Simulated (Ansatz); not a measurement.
This run works on a proposed trial structure, not on a known crystal.

Input and command of a plane-wave DFT calculation in Ansatz:

```yaml
crystal:
  lattice:
    - [-3.067695441, 3.067695441, 6.0013719482]
    - [3.067695441, -3.067695441, 6.0013719482]
    - [3.067695441, 3.067695441, -6.0013719482]
  atoms:
    - { symbol: Cd, position: [0.0989225197, 0.0989225197, 0.413912074] }
    - { symbol: Cd, position: [0.6850104457, 0.6850104457, 0.586087926] }
    - { symbol: Cd, position: [0.3149895543, 0.9010774803, 0.0] }
    - { symbol: Cd, position: [0.9010774803, 0.3149895543, 0.0] }
    - { symbol: Te, position: [0.25, 0.75, 0.5] }
    - { symbol: Te, position: [0.75, 0.25, 0.5] }
    - { symbol: Te, position: [0.5, 0.5, 0.0] }
    - { symbol: O, position: [0.0, 0.0, 0.0] }
basis:
  ecutwfc: 420
kpoints:
  mp_grid: { grid: [8, 8, 8] }
hamiltonian:
  xc: pbe
scf:
  occupations: { method: gaussian, width: 0.1 }
output:
  forces: true
  stress: true
  eigenvalues: true
relax:
  adjacent_minimum: "off"
  f_tol: 0.01
  max_steps: 30
  cell: { stress_tol: 0.1, fix: [volume] }
```

```bash
ansatz run input.yaml --threads 1 --pin off --max-ram 2560MiB --backend cpu --events-out ev --progress --plain --runs-dir out
```

Processor: Intel(R) Xeon(R) Processor @ 2.50GHz (Skylake/Cascade Lake), 1 thread, on a host shared with other jobs.

Task: How long does it run, and how much memory does it take?

Result: About 8.7 min, peak memory 1 GiB. It solves 81 bands at 59 k points (after reduction by symmetry) with about 4429 plane waves, in 18 SCF iterations over 3 ionic steps.
